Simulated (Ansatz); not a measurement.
A geometry of O$_{2}$ away from equilibrium: step 2 of the relaxation of a generated cell, O2 built in the AFLOW prototype A_hR2_166_c. These are r2SCAN (plane waves to 500 eV, PAW, scalar-relativistic; Ansatz, a first-principles code) values and carry that method's errors. Γ-centred k-mesh 8×8×8 on the run's cell (coarser than for final values), Fermi–Dirac smearing 0.05 eV. The plane waves were selected for a different cell earlier on the path.

```xyz
2
Lattice="1.6583 0.9574 3.7765 -1.6583 0.9574 3.7765 0.0000 -1.9148 3.7765" Properties=species:S:1:pos:R:3 pbc="T T T"
O      0.0000     0.0000     0.6058
O      0.0000     0.0000    10.7237
```
Spin-polarised start, with parallel moments on O.

### Question
What forces act on the atoms (eV/Å)?

### Answer
| atom | Fx | Fy | Fz |
|---|---|---|---|
| O1 | 0.00 | 0.00 | -0.34 |
| O2 | 0.00 | 0.00 | 0.34 |

The path ends in R-3m (No. 166) (AFLOW prototype A_hR2_166_c (as in O2)). Spin state reached: ferromagnetic (net 1.00 μB/atom), from parallel starting moments; other spin orders were not run from this start. One molecule in the cell forces parallel spins. Without a van der Waals term the distances between weakly bound units are poorly fixed.

The run could not lose the symmetry of its start: the end is stationary, and may be a saddle point rather than a minimum.

The end of the path is a generated cell of O2: the first start was made by placing the elements on the sites of a structure type, and the end was not matched to a known phase here, so it may be hypothetical. A known form of O2 has the same space group; whether the sites agree was not checked.
